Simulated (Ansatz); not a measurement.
## LiPb: energy along a strain

LiPb, R-3m, a = 4.987 Å, c = 6.188 Å (as given, not relaxed at this level: 0.1 GPa). The structure is a COD entry; whether it is the stable form wasn't checked. Ansatz: r2SCAN, PAW, 500 eV, Γ-centred 12×12×12 mesh on 2 atoms, Gaussian smearing 0.15 eV; no spin polarisation. Cell vectors (Å): 2.494 1.440 2.063; -2.494 1.440 2.063; 0.000 -2.879 2.063. The cell is strained by x per cent times the pattern (0 0 1 0 0 0) in the order xx yy zz yz xz xy (engineering shears), with fractional coordinates held. y is the free energy over the start, V0 = 22.213 Å³/atom. Points with a strain past 8.5 % were computed too (3) and aren't used here.

```tsv
x (%)	y (meV/atom)
-7.50	?
-5.00	10.15
-2.50	1.95
0.00	0.00
2.50	3.05
5.00	9.92
7.50	19.99
```

Q: Fit y = c1 x + c2 x² + c3 x³ to the other rows, get the stiffness along the pattern, and predict the missing energy.

A: Least squares on the rows shown. y = 0.26256 x + 0.40243 x² − 0.011003 x³. The clamped-ion stiffness p·C·p = 2 × 4.024 eV × 160.2 / 22.213 Å³ = 58 GPa, which is C33 in these axes; c1 is there for the stress left in the start, which by itself gives a slope of 0.32 meV/atom per %. At x = -7.50 the fit asked for gives 25.31 meV/atom. The run gave 25.52 meV/atom, so the fit is 0.21 meV/atom too low, 0.82 % of the span of the series, against an rms of 0.06 meV/atom on the fitted rows. The row lies outside the fitted range. With a term in x⁴ added, a fit to the same known rows predicts 26.27 meV/atom, which misses by about as much or more on the other side: the known rows don't fix the higher terms.

Spin–orbit coupling is left out, which can shift energies with elements as heavy as these.